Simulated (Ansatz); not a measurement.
BeS:
```cif
data_Be4S4
_chemical_formula_sum 'S4 Be4'
_space_group_name_H-M_alt 'F-43m'
_space_group_IT_number 216
_space_group_name_Hall 'F -4 2 3'
_cell_length_a 4.87594
_cell_length_b 4.87594
_cell_length_c 4.87594
_cell_angle_alpha 90.000
_cell_angle_beta 90.000
_cell_angle_gamma 90.000
loop_
_atom_site_label
_atom_site_type_symbol
_atom_site_symmetry_multiplicity
_atom_site_Wyckoff_symbol
_atom_site_fract_x
_atom_site_fract_y
_atom_site_fract_z
_atom_site_occupancy
S1 S 4 c 0.25000 0.25000 0.25000 1
Be1 Be 4 a 0.00000 0.00000 0.00000 1
```
(The calculation used a cell of 2 atoms; values per cell refer to that cell.)

Relaxed with PBE.

Give the optical modes at the zone centre with their infrared and Raman activity from DFPT, the program Ansatz at the PBE level (PAW).

Transverse frequencies, without the LO–TO term; a row sums one degenerate level.

| ω (cm⁻¹) | degeneracy | IR ((D/Å)²/amu) | Raman (Å⁴/amu) | activity | symmetry |
|---|---|---|---|---|---|
| 558 | 3 | 25.84 | 47 | IR+Raman | T2 |

How high does the top mode go among those that the LO–TO term moves?

657 cm⁻¹ for q along x.

Symmetry was held in the PBE relaxation; phonons on a q-mesh show no instability.

Potentials: the later of the program's two PAW sets.
